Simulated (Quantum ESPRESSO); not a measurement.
# One change at a time to Au3Mg4Ta

These are calculations, not measurements. They come from Quantum ESPRESSO 7.5, a public plane-wave density functional program. Each row is one single-point run on a made-up periodic cell of eight metal atoms, with elements, volume, strain and displacements drawn at random and not relaxed, so a cell may be unstable or far from any real phase. There is no spin polarisation or spin-orbit coupling.

Settings: PBE unless stated; PseudoDojo standard norm-conserving files; Fermi-Dirac width 0.25 eV, which means electrons at about 2900 K; cutoff 1143 eV; 5 x 5 x 5 k mesh shifted half a step off Gamma. E is the free energy of the whole cell (internal energy minus TS), so a -TS column is already part of it. Stress is positive in tension, and the pressure P is minus a third of its trace.

Checks: one run of this series was repeated at a higher cutoff and on a denser mesh, which moved values by no more than 0.004 eV, 0.02 GPa and 0.006 eV/Å, and a second program with other atomic files agreed on it to 2 % rms in force and 0.5 GPa in pressure. Known limits: heavy elements are run without spin-orbit coupling, which real alloys of them have; a spin test at this wide smearing found no moment, but such smearing suppresses magnetism that the real alloy may have.

The lattice is hexagonal close-packed, and the cell vectors in Å are (0.059, -0.063, 5.233); (6.157, 0.013, 0.071); (-3.067, 5.323, -0.101), a volume of 171.70 Å³ in run 1. The elements on sites 1 to 8 are Au Au Mg Mg Mg Mg Au Ta. Each later run makes one change to run 1 and keeps the rest. E is counted from run 1, and is n/a where other atomic files have another zero of energy.

| run | change | V (Å³) | P (GPa) | -TS (eV) | rms force (eV/Å) | largest change of a force component (eV/Å) | E (eV) |
|---|---|---|---|---|---|---|---|
| 1 | none | 171.70 | -7.81 | -1.192 | 0.320 | 0.000 | 0.000 |
| 2 | sites 4 and 8 exchanged | 171.70 | -8.28 | -1.147 | 0.299 | 0.406 | -0.070 |
| 3 | all lengths scaled by -1.48 % | 164.18 | -5.65 | -1.151 | 0.370 | 0.128 | ? |
| 4 | LDA in place of PBE | 171.70 | -12.75 | -1.207 | 0.301 | 0.167 | n/a |
| 5 | Ir on site 5 | 171.70 | -13.82 | -1.261 | 0.315 | 0.557 | n/a |
| 6 | site 1 moved by -0.22 Å along z | 171.70 | -7.95 | -1.195 | 0.329 | 0.104 | 0.007 |

## Worked estimate

Along a uniform scaling dE = -P dV. The mean of the two pressures is -6.730 GPa and the volume changes by -7.52 Å³, with 160.2 GPa to one eV/Å³. The same two rows give -V dP/dV = 48 GPa for this cell with clamped atoms, which is not the bulk modulus of a real alloy.

## Withheld value

Question: what E should run 3 give?

The estimate is -0.316 eV. The calculation gave -0.317 eV.
